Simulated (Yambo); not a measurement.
G0W0@PBEsol for KBr (rock salt, space group Fm-3m, No. 225) in Yambo. Reference settings: 4×4×4 Γ-centred k mesh, 125 bands and a 8 Ry block in the screening, 125 bands in G with the Bruneval-Gonze terminator, plasmon pole fitted at 27.2 eV. The PBEsol gap Γ → Γ on this mesh is 4.34 eV; G0W0 gaps are taken between the same points.

```tsv
change from the reference	G0W0 gap Γ → Γ (eV)	shift of the valence edge (eV)
reference settings	6.96	-1.90
64 bands in W, 64 bands in G, 6 Ry block	6.87	-1.76
95 bands in W, 95 bands in G, 2 Ry block	(withheld)	-1.52
3 Ry block, no terminator	6.70	-1.68
95 bands in W, 95 bands in G, 3 Ry block, no terminator	6.70	-1.65
exchange cut at 5 Ry	6.90	-1.61
64 bands in W, 64 bands in G, no terminator	(withheld)	-1.60
wavefunctions cut at 10 Ry	6.96	-1.85
```

Task: Estimate the withheld gaps from the other rows; the computed values follow.

Result: 
- 95 bands in W, 95 bands in G, 2 Ry block, G0W0 gap Γ → Γ (eV): 6.51
- 64 bands in W, 64 bands in G, no terminator, G0W0 gap Γ → Γ (eV): 6.81

The reference isn't shown to be the converged limit.

Spin-orbit coupling is not included.

Geometry relaxed with PBEsol; primitive cell a = 4.631 Å, b = 4.631 Å, c = 4.631 Å, α = 60.00°, β = 60.00°, γ = 60.00°.

A shift is the quasiparticle energy of the state minus its PBEsol energy.
